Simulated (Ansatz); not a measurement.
## Fermi surface of BaZn (Pm-3m)

```
Ba Zn
1.0
     3.99326    0.00000    0.00000
     0.00000    3.99326    0.00000
     0.00000    0.00000    3.99326
Ba Zn
1 1
Direct
  0.00000 0.00000 0.00000
  0.50000 0.50000 0.50000
```

Level of theory, where no other is named: PBEsol, all-electron LAPW in Ansatz 0.2.0, scalar-relativistic. k mesh 10×10×10, fine mesh 16×16×16, Fermi-Dirac smearing of 0.100 eV, basis error target 1 meV/atom. The cell was relaxed by PAW under this functional, which moved its volume by -6 % from the database entry's. This phase needn't be the one found at ambient conditions.

Levels and slopes are solved on a 16×16×16 mesh, and each state is taken as quadratic over its cell.

(1) What is the density of states at the Fermi level, and which bare Sommerfeld coefficient follows?

(2) What Drude plasma energy and σ/τ do the band velocities give?

(3) Which bands cross the Fermi level, and what do they carry?

(4) Map the plane k₃ = 0 of the mesh: how many bands lie under the Fermi level at each point, counted from the least on the plane?

(5) On PAW files the program sums the optical response inside the mesh cells, interband lines and its own Drude term. Where does ε₁ rise through zero (a sharp plasmon if ε₂ is small there), and how much light is reflected?

(6) What does PAW give for the same cell?

## Answers

(1) N(E_F) = 0.698 states/eV/atom (both spins), so γ = (π²/3) k_B² N(E_F) = 1.64 mJ/(mol-atom K²) without electron-phonon or spin-fluctuation enhancement.

(2) (ħω_p,α)² = (e²/ε₀VN_k) Σ_nkσ (∂E/∂k_α)² δ(E − E_F) gives ħω_p = (5.14, 5.14, 5.14) eV along x, y, z, and σ/τ = ε₀ω_p² = 5.4×10²⁰ Ω⁻¹m⁻¹s⁻¹ along x. Weighted by the density of states, the mean Fermi speed is 0.667×10⁶ m/s; the surface has an area of 11.9 Å⁻² for each spin direction.

(3) 

| band | filled part | N (states/eV/cell) | speed (10⁶ m/s) | 5th to 95th percentile | area (Å⁻²) | filling |
| --- | --- | --- | --- | --- | --- | --- |
| 1 | 0.79 | 0.829 | 0.66 | 0.50 to 0.84 | 7.01 | partly filled |
| 2 | 0.19 | 0.523 | 0.636 | 0.59 to 0.69 | 4.27 | partly filled |
| 3 | 0.01 | 0.0434 | 1.17 | 1.14 to 1.21 | 0.652 | nearly empty |

(4) k₁ runs to the right and k₂ upwards, each from −½ to ½ with 0 in the middle (the axes needn't be at right angles):
```
0011111111111110
0111111111111111
1111111111111111
1111100000001111
1111000000000111
1111000000000111
1111000000000111
1111000000000111
1111000000000111
1111000000000111
1111000000000111
1111100000001111
1111111111111111
0111111111111111
0011111111111110
0001111111111100
```

(5) 

```
Fine mesh                         : 16, 16, 16
Window top                        : 25 eV
Line width                        : 0.2 eV
Drude damping                     : 0.1 eV
ε₁ rises through zero at x        : 3.54, 8.28 eV
ε₂ there x                        : 4.5, 0.72
Plasma energy (x, y, z)           : 5.033, 5.033, 5.033 eV
Reflectivity at 1 eV, x-polarised : 0.6828
Reflectivity at 2 eV, x-polarised : 0.5602
Reflectivity at 3 eV, x-polarised : 0.5635
```

The plasma energy here is the program's own sum at the run's smearing; it differs from the value above by up to 2 %, through mesh and smearing.

(6) N(E_F) = 0.698 states/eV/atom and ħω_p,x = 5.14 eV.

Keep in mind: filled d bands lie too high at this level, so their transitions start too early; these sums move with the mesh, by several per cent and more for small sheets; frozen-core PAW files fitted under PBE, their cores solved anew for the functional of the run.
